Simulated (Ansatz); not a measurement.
Relaxed NaF (rock salt):

```
CELL_PARAMETERS angstrom
      0.00000     4.59450     4.59450
      2.29725     2.29725     4.59450
      2.29725     2.29725     0.00000
ATOMIC_POSITIONS crystal
  F  0.00000 0.00000 0.00000
  F  0.50000 0.00000 0.00000
  Na 0.00000 0.50000 0.50000
  Na 0.50000 0.50000 0.50000
```

A phonon eigenvector at X = (0.5, 0.5, 0.0) is frozen into this cell: atom i moves by Q times the vector below, so Q is the largest atomic displacement, in Å. The cell is held. It is one choice among 2 degenerate patterns. (q is in reciprocal vectors of the primitive cell; the cell shown is doubled to hold the pattern.)

```json
[
 {"atom": "F1", "x": "0.000", "y": "-0.910", "z": "0.000"},
 {"atom": "F2", "x": "0.000", "y": "0.910", "z": "0.000"},
 {"atom": "Na3", "x": "0.000", "y": "1.000", "z": "0.000"},
 {"atom": "Na4", "x": "0.000", "y": "-1.000", "z": "0.000"}
]
```

Computed with r2SCAN (plane waves to 500 eV, PAW, scalar-relativistic; Ansatz, a first-principles code). k mesh 12×12×12 (Γ-centred), Fermi-Dirac smearing 0.05 eV. E stands for the smeared free energy. Compression counts positive. NaF was relaxed with its symmetry unable to fall. ΔE is measured from the undisplaced structure.

| Q (Å) | ΔE (meV/cell) | P (GPa) | −dE/dQ from forces (eV/Å) |
|---|---|---|---|
| -0.280 | 241.6 | -0.49 | 1.762 |
| -0.233 | 166.6 | -0.38 | 1.453 |
| -0.187 | 106.0 | -0.26 | 1.149 |
| -0.140 | 59.3 | -0.15 | 0.853 |
| -0.093 | 26.2 | -0.07 | 0.564 |
| -0.047 | 6.5 | -0.02 | 0.280 |
| 0.000 | 0.0 | 0.00 | 0.000 |
| 0.047 | 6.5 | -0.02 | -0.280 |
| 0.093 | 26.2 | -0.07 | -0.564 |
| 0.140 | 59.3 | -0.15 | -0.853 |
| 0.187 | 106.0 | -0.26 | -1.149 |
| 0.233 | 166.6 | -0.38 | -1.453 |
| 0.280 | 241.6 | -0.49 | -1.762 |

What the scan shows:

The energy at Q = 0.280 Å comes out as 241.6 meV/cell. Space group of the distorted cell: Cmcm (No. 63), lowered from Fm-3m. Symmetry of the curve: even: the same for both signs. Shape of the curve: a single well with its minimum at or next to zero displacement. Harmonic wavenumber from the curvature (finite differences): 145 cm⁻¹. Wavenumber by perturbation theory (DFPT, on another k mesh): 145 cm⁻¹.

(A displaced cell: forces are minus the slopes of the energy, force constants its curvatures, and phonons follow from these.)
